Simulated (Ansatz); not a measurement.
InAs in space group P-6m2 (No. 187; In on 1a, As on 1f) under volume change, plane-wave PAW PBE (Ansatz code), shape and atoms relaxed at each volume.

```csv
V (Å³/atom),E − E(relaxed) (meV/atom),P (GPa)
22.517,36.8,5.86
23.259,15.3,3.49
24.002,3.7,1.58
24.744,0.0,0.00
25.486,2.3,-1.01
26.229,9.9,-2.24
26.971,22.8,-3.28
```

Task: What does a third-order Birch–Murnaghan fit give for V₀, B₀ and B′?

Result: V₀ = 24.79 Å³/atom, B₀ = 47.0 GPa, B′ = 5.2.

A made-up cell: these elements were put on the sites of a structure type; neither database checked (COD, Materials Project) lists it. It is not the phase usual at ambient conditions (space group No. 216). The cell was relaxed with PBE under the symmetry of its start; its stability against distortions is not shown here.

Potentials: the later of the program's two PAW sets.
